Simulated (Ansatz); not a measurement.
Input and command of a plane-wave DFT calculation in Ansatz:

```yaml
crystal:
  lattice:
    - [0.0, 5.5051169668, -5.5051169668]
    - [5.5051169668, 5.5051169668, 0.0]
    - [5.5051169668, 0.0, -5.5051169668]
  atoms:
    - { symbol: Ga, position: [0.0, 0.0, 0.5] }
    - { symbol: Ga, position: [0.0, 0.5, 0.5] }
    - { symbol: Ga, position: [0.5, 0.0, 0.5] }
    - { symbol: Ga, position: [0.5, 0.5, 0.5] }
    - { symbol: Ga, position: [0.0, 0.0, 1.0] }
    - { symbol: Ga, position: [0.0, 0.5, 1.0] }
    - { symbol: Ga, position: [0.5, 0.0, 1.0] }
    - { symbol: Ga, position: [0.5, 0.5, 1.0] }
    - { symbol: P, position: [0.125, 0.125, 0.125] }
    - { symbol: P, position: [0.125, 0.625, 0.125] }
    - { symbol: P, position: [0.625, 0.125, 0.125] }
    - { symbol: P, position: [0.625, 0.625, 0.125] }
    - { symbol: P, position: [0.125, 0.125, 0.625] }
    - { symbol: P, position: [0.125, 0.625, 0.625] }
    - { symbol: P, position: [0.625, 0.125, 0.625] }
    - { symbol: P, position: [0.625, 0.625, 0.625] }
basis:
  ecutwfc: 420
  xc_grid: 2
kpoints:
  mp_grid: { grid: [2, 2, 2], shift: [0.0, 0.0, 0.0] }
hamiltonian:
  xc: pbe
scf:
  occupations: { method: gaussian, width: 0.01 }
output:
  forces: true
  stress: true
  eigenvalues: true
  write_density: true
  write_potential: true
  elf: true
  volumetric_format: npy
```

```bash
ansatz run input.yaml --threads 4 --pin off --max-ram 8192MiB --backend cpu --events-out ev --progress --plain --runs-dir out
```

Processor: Intel(R) Xeon(R) Processor @ 2.70GHz, 4 threads, on a host shared with other jobs.

Q: How long does it run, and how much memory does it take?

A: About 2.6 s on 4 threads of Intel(R) Xeon(R) Processor @ 2.70GHz (shared host), peak memory 0.79 GiB. It solves 88 bands at 3 k points (the mesh reduced by the symmetry that the task leaves, which can be less than the crystal's) with about 6423 plane waves, in 7 SCF iterations.
